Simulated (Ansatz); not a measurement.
**Is this Si₄Ge₃ structure a true minimum?**

The cell was found from a proposed guess, not taken from experiment.

These are results of Ansatz, DFT PBE, scalar-relativistic, plane waves, PAW, not measurements. Plane waves to 420 eV, a k mesh through Γ of 6×6×6 on the computed 14-atom cell and Gaussian smearing (0.02 eV); no spin polarisation.

The cell below (14 atoms, space group R3 (No. 146)) is relaxed within its symmetry.

```yaml
crystal:
  lattice:
    - [5.21991, 3.01372, 3.22111]
    - [-5.21991, 3.01372, 3.22111]
    - [0.00000, -6.02744, 3.22111]
  atoms:
    - { symbol: Si, position: [0.84000, 0.98138, 0.55970] }
    - { symbol: Si, position: [0.26788, 0.69577, 0.40974] }
    - { symbol: Si, position: [0.55970, 0.84000, 0.98138] }
    - { symbol: Si, position: [0.40974, 0.26788, 0.69577] }
    - { symbol: Si, position: [0.98138, 0.55970, 0.84000] }
    - { symbol: Si, position: [0.69577, 0.40974, 0.26788] }
    - { symbol: Si, position: [0.87515, 0.87515, 0.87515] }
    - { symbol: Si, position: [0.12077, 0.12077, 0.12077] }
    - { symbol: Ge, position: [0.15898, 0.01693, 0.44556] }
    - { symbol: Ge, position: [0.73283, 0.30447, 0.59085] }
    - { symbol: Ge, position: [0.44556, 0.15898, 0.01693] }
    - { symbol: Ge, position: [0.59085, 0.73283, 0.30447] }
    - { symbol: Ge, position: [0.01693, 0.44556, 0.15898] }
    - { symbol: Ge, position: [0.30447, 0.59085, 0.73283] }
```

For the test it was strained at random (σ = 1.5 % a component), the atoms were moved at random (σ = 0.15 Å), and all was relaxed again on a coarse 3×3×3 mesh (in the run’s order of axes) with 0.10 eV smearing, with no symmetry imposed.

Q: What happens?

A: It returns, within 1 meV/atom of the unmoved cell on that mesh and with the same symmetry when read at 0.1 Å. No instability shows in this cell; modes of other wave vectors, which need another repeat, aren't tested.
